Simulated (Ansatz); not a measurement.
**W (Im-3m), stationary points along a deformation path**

Theory: DFT PBEsol, scalar-relativistic, plane waves, PAW in Ansatz. Cutoff 420 eV, Γ-centred 24×24×24 k-points, Gaussian smearing of 0.15 eV. Spin–orbit coupling is left out, which can shift energies with elements as heavy as these. No spin polarisation. Energies are free energies at this smearing, counted from the undisturbed cell; pressure is positive in compression.

Reference structure (as given, not relaxed at this level; it stands at -11.4 GPa):

```yaml
crystal:
  lattice:
    - [-1.59730, 1.59730, 1.59730]
    - [1.59730, -1.59730, 1.59730]
    - [1.59730, 1.59730, -1.59730]
  atoms:
    - { symbol: W, position: [0.00000, 0.00000, 0.00000] }
```

At fixed volume and fractional coordinates, lengths along (0.577, 0.577, 0.577) are scaled against those across it; ρ is that ratio over its starting value. V = 16.301 Å³/atom. Δσ is the stress along the axis less the mean stress across it (compression positive).

```csv
ρ,ΔE (meV/atom),Δσ (GPa),space group
0.500,11796.1,810.01,R-3m
0.600,4771.9,373.59,R-3m
0.710,1733.1,178.36,R-3m
0.850,311.3,64.07,R-3m
0.930,53.3,22.84,R-3m
1.000,0.0,0.00,Im-3m
1.080,47.8,-17.45,R-3m
1.200,240.7,-36.70,R-3m
1.410,757.3,-50.53,R-3m
1.700,1352.5,-35.84,R-3m
2.000,1571.8,0.00,Pm-3m
```

Question: How does the stress give the slope of the energy, and where is the energy stationary?

Answer: Along the path d ln(length) is 2/3 d ln ρ on the axis and −1/3 d ln ρ across it, so dE/d ln ρ = −(2/3) V Δσ: the energy falls with ρ where Δσ is positive. Δσ vanishes or changes sign at ρ = 1.000 (Im-3m), a minimum at 0.0 meV/atom; at ρ = 2.000 (Pm-3m, an end of the scan), at 1571.8 meV/atom. Pairs of stationary points between two samples would go unseen, and could change a minimum read from distant neighbours into a maximum. At ρ = 1.000, 2.000 the cell is cubic, where symmetry alone makes the stress isotropic and the slope zero.

Question: Which shear constant sets the curvature at ρ = 1?

Answer: For a cubic crystal E/V = (2/3) C (ln ρ)² with C = C44, so Δσ = −2C ln ρ. The parabola of Δσ against ln ρ through ρ = 0.930, 1 and 1.080 gives C ≈ 136 GPa with the ions clamped, rough because the steps are large. It is the stress–strain coefficient at this cell's pressure of -11.4 GPa, not the zero-pressure constant.

In a metal these slopes depend on the k mesh and the smearing.